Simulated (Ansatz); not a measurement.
Input file for Ansatz (a program for electronic structure):

Ansatz 0.2 input:
```yaml
crystal:
  lattice:
    - [7.226875669, 0.0, 0.0]
    - [0.0, 3.7349439224, 0.0]
    - [0.0, 0.0, 5.5152676056]
  atoms:
    - { symbol: Cu, position: [0.1213204793, 0.25, 0.0395626796] }
    - { symbol: Cu, position: [0.3786795207, 0.75, 0.5395626796] }
    - { symbol: Cu, position: [0.8786795207, 0.75, 0.9604373204] }
    - { symbol: Cu, position: [0.6213204793, 0.25, 0.4604373204] }
    - { symbol: Cl, position: [0.8703547465, 0.25, 0.729248189] }
    - { symbol: Cl, position: [0.6296452535, 0.75, 0.229248189] }
    - { symbol: Cl, position: [0.1296452535, 0.75, 0.270751811] }
    - { symbol: Cl, position: [0.3703547465, 0.25, 0.770751811] }
kpoints:
  mp_grid: { grid: [4, 8, 5] }
hamiltonian:
  xc: pbesol
  pseudopotentials: { kind: paw }
scf:
  occupations: { method: fixed }
dielectric: {}
```

Output (shortened):

```
Pseudopotential: Cu, paw, valence charge 19
Pseudopotential: Cl, paw, valence charge 7
Functional definition: PBEsol
Crystal: 8 atoms, lattice volume = 148.868 Å³
Basis set: ecut = 420 eV, 2923 PW (Γ), exchange–correlation on 100×60×80 points (8 copies of the dense FFT grid, shifted against one another)
Bands: 63, of which v1, the nominal top of the filled ones, is band 52 counted from 1 (51 counted from 0)
Symmetry: 8 space group operations
k-points: 82 of 160 (irreducible under 1 space group operation, time reversal used)
SCF iter   1: F=—  HF=-30601.022613 eV  |F-HF|=—  |Δ(HF+E_count)|=         —  Δρ=1.16e-2  dr2=1.26e-1  ethr=1.77e-3  ⟨swp⟩=5.0  Hψ=17280  notcnv=0  defer=721
preconditioner: auto → Resta (q_TF=auto, 2.570 Å⁻¹)
SCF iter   2: F=—  HF=-30601.007644 eV  |F-HF|=—  |Δ(HF+E_count)|=   1.50e-2  Δρ=7.22e-3  dr2=5.14e-2  ethr=1.21e-4  ⟨swp⟩=2.5  Hψ=9727  notcnv=0  defer=732
SCF iter   3: F=—  HF=-30600.991671 eV  |F-HF|=—  |Δ(HF+E_count)|=   1.60e-2  Δρ=2.72e-3  dr2=1.03e-2  ethr=4.94e-5  ⟨swp⟩=3.0  Hψ=9100  notcnv=0  defer=732
SCF iter   4: F=—  HF=-30600.989876 eV  |F-HF|=—  |Δ(HF+E_count)|=   1.79e-3  Δρ=5.70e-4  dr2=6.96e-4  ethr=9.86e-6  ⟨swp⟩=2.0  Hψ=7610  notcnv=0  defer=732
SCF iter   5: F=—  HF=-30600.990216 eV  |F-HF|=—  |Δ(HF+E_count)|=   3.40e-4  Δρ=1.87e-4  dr2=6.55e-5  ethr=6.69e-7  ⟨swp⟩=2.0  Hψ=7498  notcnv=0  defer=732
SCF iter   6: F=—  HF=-30600.990259 eV  |F-HF|=—  |Δ(HF+E_count)|=   4.30e-5  Δρ=4.08e-5  dr2=3.40e-6  ethr=6.30e-8  ⟨swp⟩=2.0  Hψ=7652  notcnv=0  defer=408
SCF iter   7: F=—  HF=-30600.990264 eV  |F-HF|=—  |Δ(HF+E_count)|=   4.50e-6  Δρ=4.22e-5  dr2=2.17e-6  ethr=3.27e-9  ⟨swp⟩=2.0  Hψ=7409  notcnv=0  defer=406
SCF iter   8: F=—  HF=-30600.990264 eV  |F-HF|=—  |Δ(HF+E_count)|=   2.40e-7  Δρ=4.48e-6  dr2=3.22e-8  ethr=2.08e-9  ⟨swp⟩=2.0  Hψ=7366  notcnv=0  defer=406
SCF iter  11: F=-30600.990264 eV  HF=-30600.990264 eV  |F-HF|=2.91e-11  |Δ(HF+E_count)|=  3.60e-10  Δρ=1.47e-7  dr2=4.21e-11  ethr=1.00e-12  ⟨swp⟩=9.5  Hψ=19382  notcnv=0
SCF 1 converged in 11 iterations: F = -30600.990264 eV  dr2 = 4.21e-11
NSCF: frozen V_eff on 4 k-points
DFPT response loops at Γ: preconditioner auto → Resta (q_TF=auto, 2.570 Å⁻¹)  ε∞=9.7 (no band partly filled) …
── the response to a field inside a basis, on 8×14×10 k-points: an SCF that follows is theirs, and a resumed run solves both again ──
Crystal: 8 atoms, lattice volume = 148.868 Å³
Bands: 53, of which v1, the nominal top of the filled ones, is band 52 counted from 1 (51 counted from 0)
k-points: 140 of 1120
SCF iter   1: F=—  HF=-30600.895385 eV  |F-HF|=—  |Δ(HF+E_count)|=         —  Δρ=5.20e-4  dr2=8.50e-5  ethr=1.00e-1
preconditioner: auto → Resta (q_TF=auto, 2.570 Å⁻¹)
SCF iter   2: F=—  HF=-30600.895450 eV  |F-HF|=—  |Δ(HF+E_count)|=   6.54e-5  Δρ=3.10e-4  dr2=3.91e-5  ethr=8.17e-8
SCF iter   3: F=—  HF=-30600.895496 eV  |F-HF|=—  |Δ(HF+E_count)|=   4.54e-5  Δρ=2.67e-4  dr2=5.74e-5  ethr=3.76e-8
SCF iter   4: F=—  HF=-30600.895480 eV  |F-HF|=—  |Δ(HF+E_count)|=   1.60e-5  Δρ=2.23e-5  dr2=1.02e-6  ethr=3.76e-8
SCF iter   5: F=-30600.895480 eV  HF=-30600.895480 eV  |F-HF|=1.76e-8  |Δ(HF+E_count)|=   2.22e-7  Δρ=9.21e-6  dr2=9.82e-8  ethr=9.78e-10
SCF 1 converged in 5 iterations: F = -30600.895480 eV  dr2 = 9.82e-8
DFPT response loops at Γ: preconditioner auto → Resta (q_TF=auto, 2.570 Å⁻¹)  ε∞=8.8 (no band partly filled) …
WARN: field response: inside a basis, on 8×14×10 points, no mesh in reach settles it …
SCF converged after 11 iterations
Free energy (F): -30600.990264 eV
Harris-Foulkes:  -30600.990264 eV  (|F-HF|=2.91e-11)
Internal energy: -30600.990264 eV  (E = F + TS)
E sigma→0 (E₀):  -30600.990264 eV
Fermi energy:    7.741961 eV
--- Per-component energies (eV) ---
  E_band       = -2049.389910
  E_kinetic    = 1848.111952
  E_local      = -24290.150961  (includes V_loc(G=0)·N_el)
  E_nonlocal   = 1742.189178
  E_hartree    = 10733.086011
  E_xc         = -771.300190
  E_vxc        = -935.836856  (∫ρ·V_xc dr)
  E_paw        = -9123.126611  (= ΣΔE_a)
  E_vpaw       = -1879.877031  (= ΣTr[D̂ρ^β])
  E_aug_tail   = 0.001339  (compensation charges beyond the density's cutoff)
  E_ewald      = -10740.939520
  E_core_change = 1.138537  (= ΣΔE_core)
  E_smearing   =  0.000000  (= −TS)
  E_closure    =  0.000000  (closes the sum)
  Σ components = -30600.990264   (vs F -30600.990264, Δ=0.00e0)
  [band-id]    e_kinetic+e_local+e_nonlocal+2·e_hartree+e_vxc+e_vpaw+e_augmentation_tail = -2049.390356   (vs E_band -2049.389910, Δ=-4.46e-4)
--- Band table (eV; the first three rows and the last of 82) ---
  k-point 0: bands = ["-103.3895", "-103.3895", "-103.3857", "-103.3857", "-60.9980", "-60.9980", "-60.9941", "-60.9940", "-60.9777", "-60.9777", "-60.9706", "-60.9705", "-60.9075", "-60.9073", "-60.9044", "-60.9041", "-9.1475", "-8.6125", "-8.5650", …
  k-point 1: bands = ["-103.3895", "-103.3895", "-103.3857", "-103.3857", "-60.9980", "-60.9980", "-60.9941", "-60.9940", "-60.9777", "-60.9777", "-60.9706", "-60.9705", "-60.9075", "-60.9073", "-60.9043", "-60.9041", "-9.0886", "-8.6056", "-8.5727", …
  k-point 2: bands = ["-103.3895", "-103.3895", "-103.3857", "-103.3857", "-60.9980", "-60.9980", "-60.9941", "-60.9941", "-60.9777", "-60.9777", "-60.9706", "-60.9706", "-60.9074", "-60.9074", "-60.9043", "-60.9042", "-8.9298", "-8.7238", "-8.5896", …
  k-point 81: bands = ["-103.3876", "-103.3876", "-103.3876", "-103.3876", "-60.9987", "-60.9987", "-60.9987", "-60.9987", "-60.9719", "-60.9719", "-60.9719", "-60.9719", "-60.9058", "-60.9058", "-60.9058", "-60.9058", "-8.5006", "-8.5006", "-8.5006", …
--- Dielectric response (ions clamped): 3 representative field directions + reference, inside a basis on a mesh of 1120 k-points (Σ response iterations 21) ---
  ε∞ (high-frequency dielectric tensor):
        6.159664     0.000000     0.000000
        0.000000     5.520901     0.000000
        0.000000     0.000000     5.507372
  Born effective charges Z* (e; rows j = field, columns β = displacement):
    site 0:
         1.14873    0.00000    0.12088
         0.00000    1.02512    0.00000
        -0.10812    0.00000    1.06629
    site 1:
         1.14873    0.00000   -0.12088
         0.00000    1.02512    0.00000
         0.10812    0.00000    1.06629
    site 2:
         1.14873    0.00000    0.12088
         0.00000    1.02512    0.00000
        -0.10812    0.00000    1.06629
    site 3:
         1.14873    0.00000   -0.12088
         0.00000    1.02512    0.00000
         0.10812    0.00000    1.06629
    site 4:
        -1.14873    0.00000   -0.48072
         0.00000   -1.02512    0.00000
        -0.23500    0.00000   -1.06629
    site 5:
        -1.14873    0.00000    0.48072
         0.00000   -1.02512    0.00000
         0.23500    0.00000   -1.06629
    site 6:
        -1.14873    0.00000   -0.48072
         0.00000   -1.02512    0.00000
        -0.23500    0.00000   -1.06629
    site 7:
        -1.14873    0.00000    0.48072
         0.00000   -1.02512    0.00000
         0.23500    0.00000   -1.06629
  Z* charge neutrality: 7.491e-3 e pre-enforcement
  solved inside a basis spanned on kpoints, on 8×14×10 k-points, which do not settle them: ε∞ is read to err by 3.6e-2, Z* by 2.4e-2 e (field_mesh …
```

Cost: about 8 core-minutes (a rough figure) on shared cores.

Space group Pnma. The start of the workflow was typed in or built on a structure type; neither database checked (COD, Materials Project) lists it. It is not the phase usual at ambient conditions (space group No. 216). The PBEsol relaxation kept the symmetry of its start; of distortions, only those at the zone centre were tested, and some modes there are weakly imaginary. The run is not spin-polarised.

Potentials: the later of the program's two PAW sets.

Ansatz is a plane-wave DFT program.
